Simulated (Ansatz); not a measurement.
## Is this Hf₂Ti₃N₅ structure a true minimum?

It was reached by relaxing an invented guess, and it needn't be the stable form of this composition.

Theory: DFT PBE, scalar-relativistic, plane waves, PAW (Ansatz). Plane waves to 420 eV, a k mesh through Γ of 16×16×16 on the computed 10-atom cell and Gaussian smearing (0.10 eV); no spin polarisation.

The cell below (10 atoms, space group I4/mmm (No. 139)) is relaxed within its symmetry.

```xyz
10
Lattice="-1.5547 1.5547 10.9559 1.5547 -1.5547 10.9559 1.5547 1.5547 -10.9559" Properties=species:S:1:pos:R:3 pbc="T T T"
Hf    0.0000    0.0000    4.2686
Hf    0.0000    0.0000   17.6432
Ti    0.0000    0.0000    0.0000
Ti    0.0000    0.0000   13.0050
Ti    0.0000    0.0000    8.9068
N     0.0000    0.0000    2.0995
N     0.0000    0.0000   15.2876
N     0.0000    0.0000    6.6243
N     0.0000    0.0000   19.8123
N     0.0000    0.0000   10.9559
```

For the test it was strained at random (σ = 1.5 % a component), the atoms were moved at random (σ = 0.15 Å), and all was relaxed again on a coarse 8×8×8 mesh (in the run’s order of axes) with 0.20 eV smearing, with no symmetry imposed.

These runs have no spin–orbit coupling, which can matter for Hf.

**Question.** Does it come back?

**Answer.** It returns, within 1 meV/atom of the unmoved cell on that mesh and with the same symmetry when read at 0.1 Å. No instability shows in this cell; modes of other wave vectors, which need another repeat, aren't tested.
